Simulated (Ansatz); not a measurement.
Here is the system:

Sb2Mo:
```xyz
6
Lattice="1.7117 -6.4752 0.0000 1.7117 6.4752 0.0000 0.0000 0.0000 5.9735" Properties=species:S:1:pos:R:3 pbc="T T T"
Mo     1.7117    -5.1974     2.9815
Mo     1.7117     5.1974     5.9682
Sb     1.7117    -0.7853     2.1523
Sb     1.7117     0.7853     5.1390
Sb     1.7117     2.7068     1.2878
Sb     1.7117    -2.7068     4.2745
```

This is the PBE-relaxed structure.

Question: All from DFT-PBE in the program Ansatz with PAW potentials, unless another level is named. Estimate the electronic character.

Answer: metallic (no gap).

Question: And the formation energy from the elements (no fitted shifts)?

Answer: 90 meV/atom.

Question: Predict the density of states at the Fermi level.

Answer: 0.14 states/eV per atom (mean over ±0.08 eV).

Space group Cmc2_1. The start of the workflow was typed in or built on a structure type; neither database checked (COD, Materials Project) lists it. Its standing as an ambient phase is unchecked. Symmetry was held in the PBE relaxation; its stability against distortions is not shown here. The run is not spin-polarised. The references are the lowest solids computed at this level, not always the standard phases. Scalar-relativistic: spin–orbit coupling is off unless named, which matters more the heavier the elements.

Potentials: the later of the program's two PAW sets.
